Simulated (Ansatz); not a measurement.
CdS:
Space group P6₃mc (No. 186); a = b = 4.074 Å, c = 6.639 Å, α = β = 90.00°, γ = 120.00°

```tsv
atom	site	symmetry	x	y	z
Cd	2b	3m.	0.3333	0.6667	0.0005
S	2b	3m.	0.3333	0.6667	0.3765
```

Relaxed with LDA (plane waves, PAW; program Ansatz). Indices refer to the conventional cell of P6_3mc, a = b = 4.0739 Å, c = 6.6385 Å, α = β = 90.00°, γ = 120.00°.

Question: Simulate the powder diffraction pattern (Co Kα, λ = 1.79026 Å; lines above 1 %) up to 2θ = 90°.

Answer: Simulated powder pattern, Co Kα, λ = 1.79026 Å (kinematic, ideal powder, no thermal factors, no anomalous dispersion; the 30 strongest lines at most, above 1 %, up to 2θ = 90°):

| 2θ (°) | d (Å) | I/Imax (%) | hkl |
|---|---|---|---|
| 29.40 | 3.528 | 59 | (1 0 -1 0) |
| 31.29 | 3.319 | 43 | (0002) |
| 33.40 | 3.115 | 100 | (1 0 -1 1) |
| 43.46 | 2.418 | 26 | (1 0 -1 2) |
| 52.14 | 2.037 | 47 | (1 1 -2 0) |
| 57.04 | 1.875 | 47 | (1 0 -1 3) |
| 60.99 | 1.764 | 7.2 | (2 0 -2 0) |
| 62.07 | 1.736 | 36 | (1 1 -2 2) |
| 63.34 | 1.705 | 16 | (2 0 -2 1) |
| 65.28 | 1.660 | 2.6 | (0004) |
| 70.15 | 1.558 | 6.3 | (2 0 -2 2) |
| 73.18 | 1.502 | 2.7 | (1 0 -1 4) |
| 80.92 | 1.379 | 17 | (2 0 -2 3) |
| 84.33 | 1.333 | 5.9 | (2 1 -3 0) |
| 86.42 | 1.307 | 14 | (2 1 -3 1) |
| 88.17 | 1.287 | 6.9 | (1 1 -2 4) |

The LDA relaxation kept the symmetry of its start.

Potentials: the earlier of the program's two PAW sets. The files were generated under PBE; for other functionals the program regenerates the frozen cores, and for LDA and PBEsol the local potential too.
